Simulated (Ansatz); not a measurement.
Input file for Ansatz (an electronic-structure program):

Ansatz 0.2 input:
```yaml
crystal:
  lattice:
    - [4.4177567404, 0.0, 0.0]
    - [0.0, 8.8363565769, 0.0]
    - [0.0, 0.0, 6.2178852448]
  atoms:
    - { symbol: Cd, position: [0.0, 0.2383667533, 0.0090315175] }
    - { symbol: Cd, position: [0.0, 0.7616332467, 0.0090315175] }
    - { symbol: Cd, position: [0.5, 0.0, 0.5090045125] }
    - { symbol: Cd, position: [0.5, 0.5, 0.4723031982] }
    - { symbol: Te, position: [0.0, 0.5, 0.7506426592] }
    - { symbol: Se, position: [0.5, 0.2417672022, 0.2502883333] }
    - { symbol: Se, position: [0.5, 0.7582327978, 0.2502883333] }
    - { symbol: Se, position: [0.0, 0.0, 0.7494199284] }
kpoints:
  mp_grid: { grid: [6, 3, 5] }
hamiltonian:
  xc: r2scan
  pseudopotentials: { kind: paw }
scf:
  occupations: { method: fixed }
checkpoint: { read: static.run }
output: { write_density: true, elf: true, volumetric_format: npy }
basis: { fft_grid_basis: typed }
```

Output (shortened):

```
Pseudopotentials: kind: paw
Pseudopotential: Cd, paw, valence charge 20
Pseudopotential: Te, paw, valence charge 16
Pseudopotential: Se, paw, valence charge 16
Functional definition: r2SCAN
Crystal: 8 atoms, lattice volume = 242.727 Å³
Basis set: ecut = 500 eV, 6127 PW (Γ), exchange–correlation on 144×288×192 points (64 copies of the dense FFT grid, shifted against one another)
Bands: 87, of which v1, the nominal top of the filled ones, is band 72 counted from 1 (71 counted from 0)
Symmetry: 4 space group operations
Space group: Pmm2 (ITA 25), of the structure as read, at distance tolerance 6.2e-5 Å
k-points: 24 of 90 (time reversal used)
PAW frozen core: Cd, regenerated for the run's functional
PAW frozen core: Te, regenerated for the run's functional
PAW frozen core: Se, regenerated for the run's functional
Initial density: read from a saved state, or passed on in memory by an earlier SCF of this step, an earlier step, the calling program or the single point that …
Stability of the state it starts from, as read at its close in the unpolarized treatment …
Initial wavefunctions: pseudopotential atomic-orbital guess
Eigensolver: davidson
Functional: x = r2scan, c = r2scan; τ floored in thin density (d = 2e-4 eV/Å³)
iter 1 solved again at ethr=5.75e-8 eV; its pass at ethr=3.10e-3 eV (dr2=8.27e-5 eV) is discarded
SCF iter   1: F=—  HF=-56507.573349 eV  |F-HF|=—  |Δ(HF+E_count)|=         —  Δρ=4.79e-7  dr2=5.83e-10  dr2_τ=1.98e-11  ethr=5.75e-8  ⟨swp⟩=4.0  Hψ=11567  notcnv=0  defer=312
all-band conjugate gradients solve this SCF's bands
preconditioner: auto → Resta (q_TF=auto, 2.501 Å⁻¹)
SCF iter   2: F=-56507.573349 eV  HF=-56507.573349 eV  |F-HF|=1.46e-10  |Δ(HF+E_count)|=   2.18e-7  Δρ=2.78e-7  dr2=1.84e-10  dr2_τ=2.83e-11  ethr=1.00e-12  ⟨swp⟩=12.8  Hψ=11659  notcnv=0
SCF 1 converged in 2 iterations: F = -56507.573349 eV  dr2 = 1.84e-10
SCF converged after 2 iterations
Free energy (F): -56507.573349 eV
Harris-Foulkes:  -56507.573349 eV  (|F-HF|=1.46e-10)
Internal energy: -56507.573349 eV  (E = F + TS)
E sigma→0 (E₀):  -56507.573349 eV
Fermi energy:    6.996099 eV
--- Per-component energies (eV) ---
  E_band       = -3654.606231
  E_kinetic    = 2557.494772
  E_local      = -24894.365952  (includes V_loc(G=0)·N_el)
  E_nonlocal   = -1957.491552
  E_hartree    = 11988.847037
  E_xc         = -1082.782410
  E_vxc        = -1411.760052  (∫ρ·V_xc dr)
  E_paw        = -26887.395434  (= ΣΔE_a)
  E_vpaw       = -2017.960585  (= ΣTr[D̂ρ^β])
  E_aug_tail   = -0.000645  (compensation charges beyond the density's cutoff)
  E_vtau       = 91.783380  (kinetic-family band-sum trace: ∫τ·v_τ [+ j·A + Jᵃ·Aᵃ] dr)
  E_ewald      = -16224.610627
  E_core_change = -7.268538  (= ΣΔE_core)
  E_smearing   =  0.000000  (= −TS)
  E_closure    =  0.000000  (closes the sum)
  Σ components = -56507.573349   (vs F -56507.573349, Δ=0.00e0)
  [band-id]    e_kinetic+e_local+e_nonlocal+2·e_hartree+e_vxc+e_vpaw+e_augmentation_tail+e_vtau = -3654.606561   (vs E_band -3654.606231, Δ=-3.30e-4)
--- Band table (eV; the first three rows and the last of 24) ---
  k-point 0: bands = ["-97.6819", "-97.6814", "-97.6755", "-97.6755", "-57.8507", "-57.8454", "-57.8453", "-57.8440", "-57.8410", "-57.8403", "-57.8389", "-57.8297", "-57.8297", "-57.8256", "-57.8256", "-57.8229", "-40.6052", "-40.6029", "-40.5967", "-40.5966", "-40.5962", "-40.5922", "-40.5922", "-40.5919", "-40.5911", "-40.5880", "-40.5880", "-40.5875", "-40.5875", "-40.5810", "-40.5809", "-29.5289", "-29.5214", "-29.5187", "-29.5056", "-29.4988", "-6.0285", "-5.7494", "-5.6983", "-3.9397", "-1.4012", "-1.3956", "-1.3947", "-1.2965", "-1.2911", "-1.2760", "-1.2717", "-1.2031", "-1.1691", "-1.1688", "-1.0743", "-1.0693", "-1.0690", "-1.0645", "-1.0629", "-1.0612", "-1.0110", "-0.8490", "-0.8330", "-0.6577", "2.8191", "3.2913", "3.3251", "4.8229", "4.8332", "4.9526", "5.0080", "5.8706", "6.1811", "6.8157", "6.8377", "6.9961", "7.8466", "10.0793", "10.6003", "10.6940", "11.1263", "12.5373", "12.8177", "12.9362", "13.0121", "13.1221", "13.2665", "13.6706", "14.0543", "14.1656", "16.2471"]
  k-point 1: bands = ["-97.6819", "-97.6814", "-97.6755", "-97.6755", "-57.8507", "-57.8454", "-57.8453", "-57.8440", "-57.8410", "-57.8403", "-57.8389", "-57.8297", "-57.8297", "-57.8256", "-57.8256", "-57.8229", "-40.6052", "-40.6029", "-40.5967", "-40.5966", "-40.5962", "-40.5922", "-40.5922", "-40.5919", "-40.5911", "-40.5880", "-40.5880", "-40.5875", "-40.5875", "-40.5810", "-40.5809", "-29.5289", "-29.5214", "-29.5187", "-29.5056", "-29.4988", "-5.9946", "-5.7484", "-5.7267", "-3.9413", "-1.3830", "-1.3772", "-1.3670", "-1.3045", "-1.2994", "-1.2857", "-1.2815", "-1.1966", "-1.1924", "-1.1920", "-1.0699", "-1.0624", "-1.0593", "-1.0584", "-1.0577", "-1.0553", "-1.0150", "-0.8268", "-0.8125", "-0.7641", "2.9342", "3.0145", "3.1216", "5.0858", "5.1296", "5.2967", "5.3238", "5.8779", "5.9667", "6.1349", "6.6324", "6.8441", "8.7717", "10.1267", "10.1769", "10.6469", "10.8068", "12.3549", "12.8016", "12.9059", "13.2353", "13.3187", "13.7622", "13.8631", "14.0441", "14.1470", "15.7191"]
  k-point 2: bands = ["-97.6819", "-97.6814", "-97.6755", "-97.6755", "-57.8507", "-57.8454", "-57.8453", "-57.8440", "-57.8410", "-57.8403", "-57.8389", "-57.8297", "-57.8297", "-57.8256", "-57.8256", "-57.8229", "-40.6052", "-40.6029", "-40.5967", "-40.5966", "-40.5962", "-40.5922", "-40.5922", "-40.5919", "-40.5911", "-40.5880", "-40.5880", "-40.5875", "-40.5875", "-40.5810", "-40.5809", "-29.5289", "-29.5214", "-29.5187", "-29.5056", "-29.4988", "-5.9084", "-5.8040", "-5.7468", "-3.9439", "-1.3380", "-1.3297", "-1.3278", "-1.3117", "-1.2980", "-1.2946", "-1.2688", "-1.2474", "-1.2473", "-1.1947", "-1.0770", "-1.0509", "-1.0491", "-1.0456", "-1.0447", "-1.0417", "-1.0245", "-0.9844", "-0.7873", "-0.7449", "2.5461", "2.6668", "3.8572", "4.8585", "5.4414", "5.4840", "5.8891", "5.8897", "5.8953", "6.0179", "6.2373", "6.6387", "9.4244", "9.6974", "10.0245", "10.7024", "10.8786", "11.5528", "13.2569", "13.3178", "13.3194", "13.5165", "14.0994", "14.1383", "14.3181", "14.6231", "14.8928"]
  k-point 23: bands = ["-97.6819", "-97.6815", "-97.6755", "-97.6755", "-57.8508", "-57.8454", "-57.8453", "-57.8440", "-57.8411", "-57.8403", "-57.8389", "-57.8297", "-57.8297", "-57.8257", "-57.8257", "-57.8229", "-40.6052", "-40.6029", "-40.5966", "-40.5966", "-40.5962", "-40.5923", "-40.5922", "-40.5919", "-40.5910", "-40.5880", "-40.5880", "-40.5875", "-40.5875", "-40.5809", "-40.5809", "-29.5289", "-29.5213", "-29.5190", "-29.5044", "-29.4990", "-5.7368", "-5.7263", "-5.6706", "-3.7950", "-1.3012", "-1.3003", "-1.2874", "-1.2714", "-1.2616", "-1.2544", "-1.2334", "-1.2136", "-1.0974", "-1.0955", "-1.0712", "-1.0662", "-1.0505", "-1.0461", "-1.0423", "-1.0386", "-0.7538", "-0.7296", "-0.6721", "-0.5528", "2.6498", "2.7144", "2.8919", "2.9842", "4.4894", "4.6353", "5.2063", "5.2536", "5.2981", "5.5793", "5.8437", "5.9403", "10.1146", "10.5355", "11.1362", "11.3073", "12.2140", "12.3102", "12.6568", "12.6775", "13.7601", "13.7737", "13.9360", "13.9682", "14.4262", "14.7073", "15.4897"]
  band table: 87 of 87 bands, residual norms ≤ 1.0e-3 eV
```

Cost: around 90 core-seconds (rough) on shared cores.

The first step of the workflow began from a Materials Project structure, measured or hypothetical; the Crystallography Open Database copy checked does not list it. Its standing as an ambient phase is unchecked. The cell was relaxed with r²SCAN under the symmetry of its start; whether a distortion lowers the energy is not shown. Spin–orbit coupling is left out wherever it is not named.

Potentials: the later of the program's two PAW sets.

Ansatz is a plane-wave DFT program.
